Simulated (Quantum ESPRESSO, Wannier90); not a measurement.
ZrPbO3 (Amm2): Wannier90 run

```yaml
crystal:
  lattice:
    - [4.17636, 0.00000, 0.00000]
    - [0.00000, 2.98069, 3.06698]
    - [0.00000, -2.98069, 3.06698]
  atoms:
    - { symbol: Zr, position: [0.50000, 0.50688, 0.50688] }
    - { symbol: Pb, position: [0.00000, 0.94502, 0.94502] }
    - { symbol: O, position: [0.50000, 0.03203, 0.56315] }
    - { symbol: O, position: [0.50000, 0.56315, 0.03203] }
    - { symbol: O, position: [0.00000, 0.55991, 0.55991] }
```

Materials Project entry mp-20337; symmetrised, unrelaxed at this level. COD (Crystallography Open Database) has the formula in 2 space groups, this one among them (matched by group alone). Computed values, not measurements, from PBEsol: Quantum ESPRESSO (norm-conserving PseudoDojo potentials, cutoff 68 Ry, no spin polarisation, no spin-orbit coupling) on a Γ-centred 8×8×8 mesh, then Wannier90. Density: 8×8×8 mesh, cold smearing 0.01 Ry. Spin-orbit coupling is left out although heavy elements are present.

Valence charges of the files: Zr 12, Pb 14, O 6. 43 bands were computed.

Isolated groups of bands, relative to the valence-band maximum (bands from 23 on overlap up to the last one computed):

```csv
bands,from (eV),to (eV),filling,weight on atomic waves
1,-47.47,-47.46,filled,Zr 4s 96 %
2–4,-25.88,-25.59,filled,Zr 4p 95 %
5–12,-17.04,-14.67,filled,"Pb 5d 62 %, O 2s 31 %"
13,-7.25,-6.09,filled,"Pb 6s 66 %, O 2p 22 %, Zr 4d 7 %"
14–22,-4.50,0.00,filled,"O 2p 79 %, Zr 4d 10 %, Pb 6p 5 %"
```

Wanted is a model with the orbitals Zr d, Pb s p, O p, without the filled groups that are mainly made of other shells (semicore states, and anion s where it isn't named); all higher bands stay in for disentanglement.

Task: Give num_wann, exclude_bands and num_bands, and the number of electrons that the model holds.

Result: Electrons: 1×12 + 1×14 + 3×6 = 44, which fill 22 bands.
num_wann = 1×5 + 1×4 + 3×3 = 18.
exclude_bands = 1-12, 12 bands, so num_bands = 43 − 12 = 31.
The model holds 44 − 2×12 = 20 electrons. With the window frozen to 4.11 eV it follows pw.x to 1.0 meV rms (states up to 3.6 eV relative to the valence-band maximum).
